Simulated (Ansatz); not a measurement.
TiC (rock salt, Fm-3m) under volume change, plane-wave PAW r²SCAN (Ansatz code), scaled uniformly.

```
V (Å³/atom)  E − E(relaxed) (meV/atom)  P (GPa)
-----------  -------------------------  -------
9.221                             78.4    29.78
9.525                             33.0    18.33
9.829                              7.8     8.48
10.133                             0.0    -0.01
10.437                             7.1    -7.31
10.741                            27.1   -13.61
11.045                            58.2   -19.03
```

Task: What does a third-order Birch–Murnaghan fit give for V₀, B₀ and B′?

Result: V₀ = 10.13 Å³/atom, B₀ = 262 GPa, B′ = 4.0.

The r²SCAN relaxation kept the symmetry of its start. No spin polarisation was allowed.

Potentials: the later of the program's two PAW sets.
